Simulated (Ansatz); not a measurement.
Y$_{2}$GaNi$_{2}$:
```yaml
crystal:
  lattice:
    - [-2.08620, 2.66339, 4.12920]
    - [2.08620, -2.66339, 4.12920]
    - [2.08620, 2.66339, -4.12920]
  atoms:
    - { symbol: Y, position: [0.70151, 0.20151, 0.50000] }
    - { symbol: Y, position: [0.29849, 0.79849, 0.50000] }
    - { symbol: Ga, position: [0.00000, 0.00000, 0.00000] }
    - { symbol: Ni, position: [0.26697, 0.50000, 0.76697] }
    - { symbol: Ni, position: [0.73303, 0.50000, 0.23303] }
```

Relaxed with r²SCAN. Special points in fractions of this cell's reciprocal vectors: Γ (0.000, 0.000, 0.000); X (0.500, 0.500, -0.500); F2 (0.314, 0.686, -0.314); Σ0 (-0.314, 0.314, 0.314); Y0 (0.354, -0.354, 0.354); U0 (0.646, 0.354, -0.354); R (0.000, 0.500, 0.000); W (0.250, 0.250, 0.250); S (0.500, 0.000, 0.000); T (0.000, 0.000, 0.500).

List the band energies nearest the Fermi level at these points for plane-wave PAW r²SCAN (Ansatz code).

In eV from the Fermi level; about four levels below and three above (degenerate sets whole), none deeper than 8.9 eV; points with the same levels are listed once.

| k | below | above |
|---|---|---|
| Γ | -1.18 -1.15 -0.83 -0.70 | 0.19 0.24 0.36 |
| X | -2.16 -1.94 -1.26 -1.16 | 0.63 0.65 1.31 |
| F2 | -1.24 -1.24 -1.14 -0.39 | 0.36 0.94 1.54 |
| Y0 | -1.98 -1.74 -1.66 -1.37 | 0.39 0.87 0.99 |
| R | -1.29 -0.85 -0.54 -0.27 | 0.34 0.55 0.80 |
| W | -1.74 -1.69 -1.68 -1.16 | 0.28 0.47 0.81 |
| S | -1.89 -1.84 -0.90 -0.35 | 0.38 1.12 1.77 |
| T | -1.71 -1.33 -1.13 -0.10 | 0.02 1.09 1.34 |

Space group Immm. The workflow started from a Materials Project entry (that database holds measured and hypothetical structures alike); the Crystallography Open Database copy checked does not list it. Its standing as an ambient phase is unchecked. The r²SCAN relaxation kept the symmetry of its start; its stability against distortions is not shown here. The run is not spin-polarised. Spin–orbit coupling is left out wherever it is not named.

Potentials: the later of the program's two PAW sets.
